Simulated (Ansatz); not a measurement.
A geometry of C away from equilibrium: step 24 of the relaxation of a generated trial cell of C in the AFLOW prototype A_oF8_70_a. Computed with PBE (plane waves to 420 eV, PAW, scalar-relativistic; Ansatz, a quantum-chemistry and plane-wave program). Γ-centred k-mesh 12×12×12 on the run's cell (coarser than for final values), Fermi–Dirac smearing 0.05 eV.

```xyz
2
Lattice="0.0000 1.7977 1.8050 1.6708 0.0000 1.8050 1.6708 1.7977 0.0000" Properties=species:S:1:pos:R:3:forces:R:3 pbc="T T T" free_energy=-501.458 pressure_GPa=23.4
C      0.8354     0.8989     0.9025    0.0000    0.0000    0.0000
C      0.0000     0.0000     0.0000    0.0000    0.0000    0.0000
```

Positions in Å, forces in eV/Å, free energy of the cell in eV (comparable only within this code, potentials and settings). Largest force: all forces are below 0.005 eV/Å; the geometry lies 0.08 eV/atom above the end of its relaxation.

No spin polarisation in the result.

The run could not lose the symmetry of its start; a randomly shaken copy of 4 atoms returns to this structure.

All atoms sit on sites fixed by symmetry, so only the cell could relax.
